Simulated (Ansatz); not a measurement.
Ansatz (an electronic-structure program) input:

Ansatz 0.2 input:
```yaml
crystal:
  lattice:
    - [-3.4612003448, 3.4612003448, 4.3173281737]
    - [3.4612003448, -3.4612003448, 4.3173281737]
    - [3.4612003448, 3.4612003448, -4.3173281737]
  atoms:
    - { symbol: Au, position: [0.875, 0.625, 0.75] }
    - { symbol: Au, position: [0.375, 0.125, 0.25] }
    - { symbol: Au, position: [0.875, 0.125, 0.25] }
    - { symbol: Au, position: [0.875, 0.125, 0.75] }
    - { symbol: Cl, position: [0.698026061, 0.698026061, 0.0] }
    - { symbol: Cl, position: [0.448026061, 0.948026061, 0.5] }
    - { symbol: Cl, position: [0.051973939, 0.551973939, 0.5] }
    - { symbol: Cl, position: [0.301973939, 0.301973939, 0.0] }
kpoints:
  mp_grid: { grid: [5, 5, 5] }
  band_path:
    path:
      - [[0.0, 0.0, 0.0], [0.0, 0.0, 0.5], [0.25, 0.25, 0.25], [0.0, 0.5, 0.0], [0.0, 0.0, 0.0], [0.5, 0.5, -0.5], [0.4106805691, 0.5893194309, -0.4106805691]]  # Γ-X-P-N-Γ-M-S
      - [[-0.4106805691, 0.4106805691, 0.4106805691], [0.0, 0.0, 0.0]]  # S_0-Γ
      - [[0.0, 0.0, 0.5], [-0.3213611382, 0.3213611382, 0.5]]  # X-R
      - [[0.5, 0.5, -0.3213611382], [0.5, 0.5, -0.5]]  # G-M
      - [VBM, CBM]
    npoints: 8
hamiltonian:
  xc: r2scan
  pseudopotentials: { kind: paw }
magnetization: { noncollinear: true, spin_orbit: true }
scf:
  n_extra_bands: 16
  convergence: { dr2_threshold: 0.0000000001 }
  occupations: { method: gaussian, width: 0.01 }
checkpoint: { write: soc.run }
output: { eigenvalues: true }
```

Output (shortened):

```
Pseudopotential: Au, paw_fr, valence charge 19
Pseudopotential: Cl, paw_fr, valence charge 7
Functional definition: r2SCAN
non-collinear run that drives no moment, with spin-orbit …
Crystal: 8 atoms, lattice volume = 206.885 Å³
Basis set: ecut = 500 eV, 5247 PW (Γ), exchange–correlation on 192×192×192 points (64 copies of the dense FFT grid, shifted against one another)
Bands: 120, of which v1, the nominal top of the filled ones, is band 104 counted from 1 (103 counted from 0)
Symmetry: 16 space group operations + 16 with time reversal
k-points: 18 of 125
Projection manifold: j_resolved (fully-relativistic pseudo-atomic orbitals)
iter 1 solved again at ethr=2.18e-3 eV; its pass at ethr=3.10e-3 eV (dr2=2.27e0 eV) is discarded
SCF iter   1: F=—  HF=-56889.548889 eV  |F-HF|=—  |Δ(HF+E_count)|=         —  Δρ=3.37e-2  dr2=2.36e0  dr2_τ=4.01e-2  dr2_m=0.00e0 (ungated)  ethr=2.18e-3  |M|=0.00e0 ∫|m|=0.00e0 μB  |m|>n=0.0e0 m-floor=0.0e0 τ_xc=0.0e0  β_m=0.30  ⟨swp⟩=2.1  Hψ=6191  notcnv=0
preconditioner: auto → Resta (q_TF=auto, 2.433 Å⁻¹)
spin=Noncollinear: Resta preconditioning applied to the charge; magnetization (m_x, m_y, m_z) channels mix plain (no charge-response kernel on spin).
SCF iter   2: F=—  HF=-56889.337781 eV  |F-HF|=—  |Δ(HF+E_count)|=   2.11e-1  Δρ=2.39e-2  dr2=1.13e0  dr2_τ=7.16e-3  dr2_m=0.00e0 (ungated)  ethr=2.18e-3  |M|=0.00e0 ∫|m|=0.00e0 μB  |m|>n=0.0e0 m-floor=0.0e0 τ_xc=0.0e0  β_m=0.62  ⟨swp⟩=2.0  Hψ=1221  notcnv=0
SCF iter   3: F=—  HF=-56889.124211 eV  |F-HF|=—  |Δ(HF+E_count)|=   2.14e-1  Δρ=3.30e-3  dr2=4.15e-2  dr2_τ=1.48e-3  dr2_m=0.00e0 (ungated)  ethr=1.08e-3  |M|=0.00e0 ∫|m|=0.00e0 μB  |m|>n=0.0e0 m-floor=0.0e0 τ_xc=0.0e0  β_m=0.70  ⟨swp⟩=3.3  Hψ=1951  notcnv=0  defer=118
SCF iter   4: F=—  HF=-56889.123931 eV  |F-HF|=—  |Δ(HF+E_count)|=   2.80e-4  Δρ=1.39e-3  dr2=7.23e-3  dr2_τ=6.78e-5  dr2_m=0.00e0 (ungated)  ethr=3.99e-5  |M|=0.00e0 ∫|m|=0.00e0 μB  |m|>n=0.0e0 m-floor=0.0e0 τ_xc=0.0e0  β_m=0.85  ⟨swp⟩=2.4  Hψ=1583  notcnv=0  defer=180
SCF iter   5: F=—  HF=-56889.124981 eV  |F-HF|=—  |Δ(HF+E_count)|=   1.05e-3  Δρ=3.59e-4  dr2=3.18e-4  dr2_τ=6.35e-6  dr2_m=0.00e0 (ungated)  ethr=6.95e-6  |M|=0.00e0 ∫|m|=0.00e0 μB  |m|>n=0.0e0 m-floor=0.0e0 τ_xc=0.0e0  β_m=0.92  ⟨swp⟩=2.0  Hψ=1669  notcnv=0  defer=180
SCF iter   6: F=—  HF=-56889.125069 eV  |F-HF|=—  |Δ(HF+E_count)|=   8.75e-5  Δρ=1.18e-4  dr2=2.50e-5  dr2_τ=9.75e-7  dr2_m=0.00e0 (ungated)  ethr=3.06e-7  |M|=0.00e0 ∫|m|=0.00e0 μB  |m|>n=0.0e0 m-floor=0.0e0 τ_xc=0.0e0  β_m=0.94  ⟨swp⟩=2.0  Hψ=1558  notcnv=0  defer=180
SCF iter   7: F=—  HF=-56889.125081 eV  |F-HF|=—  |Δ(HF+E_count)|=   1.21e-5  Δρ=2.54e-5  dr2=1.52e-6  dr2_τ=4.90e-8  dr2_m=0.00e0 (ungated)  ethr=2.41e-8  |M|=0.00e0 ∫|m|=0.00e0 μB  |m|>n=0.0e0 m-floor=0.0e0 τ_xc=0.0e0  β_m=0.97  ⟨swp⟩=2.2  Hψ=1637  notcnv=0  defer=180
SCF iter   8: F=—  HF=-56889.124852 eV  |F-HF|=—  |Δ(HF+E_count)|=   2.29e-4  Δρ=6.82e-6  dr2=1.03e-7  dr2_τ=2.61e-9  dr2_m=0.00e0 (ungated)  ethr=1.46e-9  |M|=0.00e0 ∫|m|=0.00e0 μB  |m|>n=0.0e0 m-floor=0.0e0 τ_xc=0.0e0  β_m=0.98  ⟨swp⟩=2.0  Hψ=1669  notcnv=0  defer=180
SCF iter  11: F=-56889.124852 eV  HF=-56889.124852 eV  |F-HF|=4.37e-11  |Δ(HF+E_count)|=  2.11e-10  Δρ=6.93e-8  dr2=1.10e-11  dr2_τ=1.39e-13  dr2_m=0.00e0 (ungated)  ethr=1.00e-12  |M|=0.00e0 ∫|m|=0.00e0 μB  |m|>n=0.0e0 m-floor=0.0e0 τ_xc=0.0e0  ⟨swp⟩=9.9  Hψ=3611  notcnv=0
SCF 1 converged in 11 iterations: F = -56889.124852 eV  dr2 = 1.10e-11
NSCF: frozen V_eff on 30 k-points
NSCF: frozen V_eff on 25 k-points
NSCF: frozen V_eff on 5 k-points
NSCF: frozen V_eff on 3 k-points
NSCF: frozen V_eff on 3 k-points
NSCF: frozen V_eff on 3 k-points
NSCF: frozen V_eff on 3 k-points
NSCF: frozen V_eff on 85 k-points
SCF converged after 11 iterations
Magnetization: |M| = 0.0000 μB,  M = (+0.0000, +0.0000, +0.0000) μB
Absolute magnetization: 0.0000 μB (∫|m|)
  site 0: m = (+0.0000, +0.0000, +0.0000) μB, |m| = 0.0000 μB  (R = 0.95 Å)
  site 1: m = (+0.0000, +0.0000, +0.0000) μB, |m| = 0.0000 μB  (R = 0.95 Å)
  site 2: m = (+0.0000, +0.0000, +0.0000) μB, |m| = 0.0000 μB  (R = 0.95 Å)
  site 3: m = (+0.0000, +0.0000, +0.0000) μB, |m| = 0.0000 μB  (R = 0.95 Å)
  site 4: m = (+0.0000, +0.0000, +0.0000) μB, |m| = 0.0000 μB  (R = 0.95 Å)
  site 5: m = (+0.0000, +0.0000, +0.0000) μB, |m| = 0.0000 μB  (R = 0.95 Å)
  site 6: m = (+0.0000, +0.0000, +0.0000) μB, |m| = 0.0000 μB  (R = 0.95 Å)
  site 7: m = (+0.0000, +0.0000, +0.0000) μB, |m| = 0.0000 μB  (R = 0.95 Å)
Free energy (F): -56889.124852 eV
Harris-Foulkes:  -56889.124852 eV  (|F-HF|=4.37e-11)
Internal energy: -56889.124852 eV  (E = F + TS)
E sigma→0 (E₀):  -56889.124852 eV
Fermi energy:    7.850473 eV
--- Per-component energies (eV) ---
  E_band       = -1906.922310
  E_kinetic    = 3063.367895
  E_local      = -13875.138555  (includes V_loc(G=0)·N_el)
  E_nonlocal   = 366.452823
  E_hartree    = 5823.539826
  E_xc         = -1283.279860
  E_vxc        = -1759.464397  (∫ρ·V_xc dr)
  E_paw        = -41454.140511  (= ΣΔE_a)
  E_vpaw       = -1462.144871  (= ΣTr[D̂ρ^β])
  E_aug_tail   = 0.003029  (compensation charges beyond the density's cutoff)
  E_vtau       = 112.922172  (kinetic-family band-sum trace: ∫τ·v_τ [+ j·A + Jᵃ·Aᵃ] dr)
  E_ewald      = -9528.609664
  E_core_change = -1.319836  (= ΣΔE_core)
  E_smearing   =  0.000000  (= −TS)
  E_closure    = 0.000000  (closes the sum)
  Σ components = -56889.124852   (vs F -56889.124852, Δ=0.00e0)
  [band-id]    e_kinetic+e_local+e_nonlocal+2·e_hartree+e_vxc+e_vpaw+e_augmentation_tail+e_vtau = -1906.922251   (vs E_band -1906.922310, Δ=5.90e-5)
--- Band table (eV; the first three rows and the last of 18) ---
  k-point 0: bands = ["-99.5496", "-99.5496", "-99.5489", "-99.5489", "-99.5489", "-99.5489", "-99.5485", "-99.5485", "-62.5810", "-62.5810", "-62.5796", "-62.5796", "-62.5796", "-62.5796", "-62.5752", "-62.5752", "-46.4553", "-46.4553", "-46.4469", …
  k-point 1: bands = ["-99.5496", "-99.5496", "-99.5489", "-99.5489", "-99.5488", "-99.5488", "-99.5486", "-99.5486", "-62.5809", "-62.5809", "-62.5797", "-62.5797", "-62.5792", "-62.5792", "-62.5756", "-62.5756", "-46.4538", "-46.4538", "-46.4463", …
  k-point 2: bands = ["-99.5494", "-99.5494", "-99.5491", "-99.5491", "-99.5488", "-99.5488", "-99.5487", "-99.5487", "-62.5805", "-62.5805", "-62.5801", "-62.5801", "-62.5781", "-62.5781", "-62.5767", "-62.5767", "-46.4503", "-46.4503", "-46.4468", …
  k-point 17: bands = ["-99.5492", "-99.5492", "-99.5491", "-99.5491", "-99.5489", "-99.5489", "-99.5488", "-99.5488", "-62.5799", "-62.5799", "-62.5796", "-62.5796", "-62.5782", "-62.5782", "-62.5777", "-62.5777", "-46.4507", "-46.4507", "-46.4481", …
```

Cost: roughly 14 core-minutes on shared cores.

Space group I4_1/amd. The workflow started from a Materials Project entry (that database holds measured and hypothetical structures alike); the Crystallography Open Database copy checked does not list it. Its standing as an ambient phase is unchecked. The cell was relaxed with r²SCAN under the symmetry of its start; its stability against distortions is not shown here.

Potentials: the later of the program's two PAW sets.

Ansatz is a plane-wave DFT program.
